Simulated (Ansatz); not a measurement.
Given:

BP in space group Pm-3n (No. 223; B on 6d, P on 6c), a = b = c = 5.576 Å, α = β = γ = 90.00°.

This is the r²SCAN-relaxed structure.

All from r²SCAN (plane waves, PAW; program Ansatz), unless another level is named. Give the weight of the conduction-edge state by species (Voronoi cells).

B 50 %, P 50 %.

Predict the weight of the valence-edge state by species (Voronoi cells).

B 57 %, P 43 %.

Give the conduction-band minimum.

on the Γ–X line, 86 % of the way from Γ (6 equivalent valleys).

The start of the workflow was typed in or built on a structure type; neither database checked (COD, Materials Project) lists it. It is not the phase usual at ambient conditions (space group No. 216). The r²SCAN relaxation kept the symmetry of its start; its stability against distortions is not shown here.

Potentials: the earlier of the program's two PAW sets.
